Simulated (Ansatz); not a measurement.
Contact densities of Cs against volume

```yaml
crystal:
  lattice:
    - [-3.02250, 3.02250, 3.02250]
    - [3.02250, -3.02250, 3.02250]
    - [3.02250, 3.02250, -3.02250]
  atoms:
    - { symbol: Cs, position: [0.00000, 0.00000, 0.00000] }
```

Structure: COD 9011010, as refined from experiment and not relaxed.

Spin–orbit coupling is left out, though it moves levels of the heavy atoms by tenths of an eV or more.

The calculation used Ansatz 0.2.0, DFT, LDA, all-electron PAW with datasets made for the crystal, scalar-relativistic.

Sampling and basis: a Γ-centred 9×9×9 k mesh, Fermi–Dirac smearing of 0.05 eV, cutoff 160 eV (chosen by the program for this cell), no spin polarisation.

The contact density is the mean electron density over the nuclear volume; its changes follow the s electrons' response to bonding and compression. Changes below are taken from the unscaled cell, where it is 1.89293e+06 e/Å³ at Cs.

| V/V(cell) | P (GPa) | Δρ(0) Cs (e/Å³) |
| --- | --- | --- |
| 0.9400 | -0.2 | ? |
| 0.9600 | -0.2 | 1.19 |
| 0.9800 | -0.2 | ? |
| 0.9900 | -0.3 | 0.29 |
| 1.0000 | -0.3 | 0.00 |
| 1.0100 | -0.3 | -0.28 |
| 1.0200 | -0.3 | -0.55 |
| 1.0400 | -0.3 | -1.07 |
| 1.0600 | -0.4 | ? |

Question: What belongs in the row "0.9800", column "Δρ(0) Cs (e/Å³)"?

Answer: 0.58.

Question: What belongs in the row "1.0600", column "Δρ(0) Cs (e/Å³)"?

Answer: -1.56.

Question: What belongs in the row "0.9400", column "Δρ(0) Cs (e/Å³)"?

Answer: 1.83.

The datasets are made afresh for each cell, so very small changes are uncertain. Scalar relativity leaves out the p1/2 density at heavy nuclei.
